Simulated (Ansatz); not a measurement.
In3Bi: computed DOS

```cif
data_structure
_symmetry_space_group_name_H-M 'Pm-3m'
_symmetry_Int_Tables_number 221
_cell_length_a 6.0525
_cell_length_b 6.0525
_cell_length_c 6.0525
_cell_angle_alpha 90.000
_cell_angle_beta 90.000
_cell_angle_gamma 90.000
_cell_volume 221.72
loop_
_atom_site_label
_atom_site_type_symbol
_atom_site_symmetry_multiplicity
_atom_site_Wyckoff_symbol
_atom_site_fract_x
_atom_site_fract_y
_atom_site_fract_z
_atom_site_occupancy
Bi1 Bi 1 a 0.00000 0.00000 0.00000 1
In1 In 3 d 0.50000 0.00000 0.00000 1
```

The runs use the primitive cell with vectors (6.053, 0.000, 0.000), (0.000, 6.053, 0.000), (0.000, 0.000, 6.053) Å, to which the k mesh refers.

The structure comes from a relaxation in the same program, started in the ReO3 type, and has space group Pm-3m. Whether it is a known phase or the ground state wasn't checked.

No spin–orbit coupling, which matters for the heavy atoms here.

The calculation used DFT, PBEsol, all-electron LAPW, scalar-relativistic (Ansatz 0.2.0).

The runs use a Γ-centred 7×7×7 k mesh, Fermi–Dirac smearing of 0.05 eV, basis error target 1 meV/atom, no spin polarisation.

States per eV and cell, averaged over 0.4 eV, from -5.8 to 3.2 eV, with energies (bin centres) from the Fermi level; empty bins are left out. 

```tsv
E (eV)	total
-5.7	4.67
-5.3	3.49
-4.9	2.58
-4.5	2.51
-4.1	1.75
-3.3	0.36
-2.9	1.54
-2.5	1.69
-2.1	1.71
-1.7	1.04
-1.3	1.03
-0.9	2.32
-0.5	3.48
-0.1	2.39
0.3	2.94
0.7	3.69
1.1	6.04
1.5	2.34
1.9	4.43
2.3	4.31
2.7	2.17
3.1	5.74
```
